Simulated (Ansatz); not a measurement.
Relaxed-ion elastic tensor of Ti₃GeC₂ in space group P6_3/mmc (No. 194; Ti on 4f, Ti on 2a, Ge on 2b, C on 4f) in GPa (Voigt order), the program Ansatz at the r²SCAN level (PAW); density 5.42 g/cm³, 12.27 Å³ per atom.

```tsv
	1	2	3	4	5	6
1	375	96.7	97.8	0.0	0.0	0.0
2	96.7	375	97.8	0.0	0.0	0.0
3	97.8	97.8	352	0.0	0.0	0.0
4	0.0	0.0	0.0	143	0.0	0.0
5	0.0	0.0	0.0	0.0	143	0.0
6	0.0	0.0	0.0	0.0	0.0	139
```

Problem. Is the crystal mechanically stable?

Solution. Yes: the smallest eigenvalue of C is 139 GPa.

Problem. Work out the Voigt, Reuss and Hill averages.

Solution. K_V = 187, K_R = 187, K_H = 187; G_V = 139, G_R = 139, G_H = 139 GPa.

Problem. Give Young's modulus, Poisson's ratio, Pugh's ratio and the universal anisotropy index.

Solution. E = 9KG/(3K + G) = 334 GPa; ν = 0.20; K/G = 1.35 (brittle by the Pugh limit of 1.75); A_U = 5G_V/G_R + K_V/K_R − 6 = 0.01.

Problem. Estimate the sound speeds and the Debye temperature.

Solution. v_l = √((K + 4G/3)/ρ) = 8290 m/s, v_t = √(G/ρ) = 5060 m/s, mean 5590 m/s; Θ = (h/k)(3n/4πV)^(1/3) v_m = 722 K.

Problem. How much does each axis shrink under pressure?

Solution. Linear compressibilities β_i = Σ_j S_ij (j = 1 to 3): x 1.7, y 1.7, z 1.9 per TPa.

The first step of the workflow began from a Materials Project structure, measured or hypothetical; the Crystallography Open Database copy checked does not list it. Its standing as an ambient phase is unchecked. The r²SCAN relaxation kept the symmetry of its start; its stability against distortions is not shown here. No spin polarisation was allowed. As this level gives no gap, shear constants depend on the k-mesh and smearing (Fermi–Dirac, 0.1 eV here).

Potentials: the later of the program's two PAW sets.
